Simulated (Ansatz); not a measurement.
Space group Cm (No. 8). a = 8.646 Å, b = 8.496 Å, c = 6.088 Å, α = 90.00°, β = 90.93°, γ = 90.00°
```csv
atom,site,symmetry,x,y,z
Sn,2a,m,0.5079,0.0000,0.4881
Sn,4b,1,0.2646,0.2618,0.0113
Sn,2a,m,0.0069,0.0000,0.4750
Se,4b,1,0.7428,0.2507,0.4876
Se,2a,m,0.4950,0.0000,0.0083
S,2a,m,0.9770,0.0000,0.0313
```

Equation of state of this Sn$_{4}$Se$_{3}$S structure (not necessarily the ground state), with shape and atoms relaxed at each volume where symmetry leaves them free. The calculation used Ansatz, DFT PBE, scalar-relativistic, plane waves, PAW.

Cutoff 420 eV; k points 6×6×6 on the computed 8-atom cell (Γ-centred); Gaussian smearing, width 0.02 eV; no spin polarisation.

```tsv
V (Å³/atom)	E − E(largest V) (meV/atom)	P (GPa)	gap on mesh (eV)
24.593	44.67	6.10	0.15
25.431	18.33	4.05	0.17
26.269	1.82	2.32	0.23
27.108	-6.36	0.89	0.30
27.946	-8.35	0.00	0.43
28.785	-7.21	-0.40	0.70
29.623	-4.63	-0.61	0.85
30.741	0.00	-0.73	1.00
```

Problem. Fit a third-order Birch–Murnaghan equation, E = E0 + (9V0B0/16)·[(x − 1)³B0' + (x − 1)²(6 − 4x)] with x = (V0/V)^(2/3), to E(V).

Solution. V0 = 28.07 Å³/atom, B0 = 20 GPa, B0' = 16.8. B0' is unusual or poorly fixed by this range.

The slope of the tabulated pressures gives B = 22 GPa at V0, so the fit is only rough here.

The cell was found from a structure generator's guess, not taken from experiment.
